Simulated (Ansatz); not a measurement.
All numbers below come from DFT PBE, scalar-relativistic, plane waves, PAW in Ansatz. Plane waves to 420 eV, a 10×10×10 mesh through Γ for the 8-atom cell and 0.01 eV Gaussian smearing; no spin polarisation.

Formation energies are uncorrected and refer to the elements' standard structures at the same level.

Question: Propose a candidate for a tetragonal narrow-gap semiconductor with formula Mg₃CdSe₄, with a gap near 0.3 eV, a formation energy near −1.04 eV/atom and a density near 4.80 g/cm³, in a cell of 8 atoms.

Answer: Mg₃CdSe₄, space group I4/mmm (No. 139). Mg on a site of symmetry 4/mmm is surrounded by 6 Se at 2.72–2.79 Å; Mg on a site of symmetry -4m2 has 6 Se at 2.79 Å; Cd is surrounded by 6 Se at 2.79–2.86 Å; around Se on a site of symmetry 4mm lie 5 Mg at 2.72–2.79 Å and 1 Cd at 2.86 Å; 1 more site not described.

```
Mg Cd Se
1.0
    -2.78613    2.78613    5.58323
     2.78613   -2.78613    5.58323
     2.78613    2.78613   -5.58323
Mg Cd Se
3 1 4
Direct
  0.50000 0.50000 0.00000
  0.75000 0.25000 0.50000
  0.25000 0.75000 0.50000
  0.00000 0.00000 0.00000
  0.74374 0.74374 0.00000
  0.25626 0.25626 0.00000
  0.50000 0.00000 0.50000
  0.00000 0.50000 0.50000
```

The volume per atom is 21.67 Å³, the density is 4.80 g/cm³ and the formation energy is −1.039 eV/atom. The gap on the 10×10×10 mesh of the 8-atom cell is 0.28 eV.

The cell was found from a structure generator's guess, not taken from experiment. The answer needn't be unique; the calculation gave this one.

Kohn–Sham gaps at this level usually fall short of measured ones. The reference form of Se is held partly by dispersion forces, which this level lacks. Small gaps are read on the mesh alone, and bands can cross between its points. A later test with randomly moved atoms came back to the same energy, though modes that don't fit the test's cell weren't probed.
